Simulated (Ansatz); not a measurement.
# Ag (Fm-3m), random displacements

Method: DFT PBEsol, scalar-relativistic, plane waves, PAW (Ansatz). Settings: plane waves to 420 eV, k-mesh 10×10×10 (Γ-centred), Gaussian smearing 0.15 eV. No spin polarisation. Energies are free energies at this smearing, counted from the undisturbed cell; pressure is positive in compression.

Zero of the scan (as given, not relaxed at this level):

```yaml
crystal:
  lattice:
    - [-4.08620, -4.08620, 0.00000]
    - [0.00000, -4.08620, 4.08620]
    - [-4.08620, 0.00000, 4.08620]
  atoms:
    - { symbol: Ag, position: [0.50000, 0.00000, 0.00000] }
    - { symbol: Ag, position: [0.00000, 0.00000, 0.00000] }
    - { symbol: Ag, position: [0.50000, 0.50000, 0.00000] }
    - { symbol: Ag, position: [0.00000, 0.50000, 0.00000] }
    - { symbol: Ag, position: [0.50000, 0.00000, 0.50000] }
    - { symbol: Ag, position: [0.00000, 0.00000, 0.50000] }
    - { symbol: Ag, position: [0.50000, 0.50000, 0.50000] }
    - { symbol: Ag, position: [0.00000, 0.50000, 0.50000] }
```

The atoms are displaced (Å, in the unstrained cell):

```
atom ux uy uz
 Ag1   0.082  -0.362  -0.160
 Ag2  -0.025  -0.181   0.003
 Ag3   0.072   0.017   0.189
 Ag4   0.051   0.153   0.048
 Ag5  -0.121   0.138   0.097
 Ag6  -0.125   0.118  -0.006
 Ag7  -0.124   0.063   0.077
 Ag8   0.190   0.053  -0.247
```

Strain (Voigt, engineering shear): (-0.0004, -0.0005, 0.0012, 0.0220, 0.0096, 0.0147).

(1) What are the energy change, the stress and the forces?

Answers

(1) ΔE = 185.5 meV/atom; stress (xx, yy, zz, yz, xz, xy; compression positive) (4.37, 4.79, 4.62, 1.09, -0.97, -2.81) GPa.
```
atom Fx (eV/Å) Fy Fz
 Ag1      -2.09   2.62   2.08
 Ag2       0.17   0.90   0.73
 Ag3      -1.00   0.12  -0.64
 Ag4       0.37  -0.31  -0.57
 Ag5       1.20  -1.09  -1.38
 Ag6       0.26  -1.08  -1.74
 Ag7       2.14  -1.05   0.03
 Ag8      -1.04  -0.11   1.49
```

Cost: 1 run of about 15 core-minutes, on Arm Neoverse V1 (shared hosts).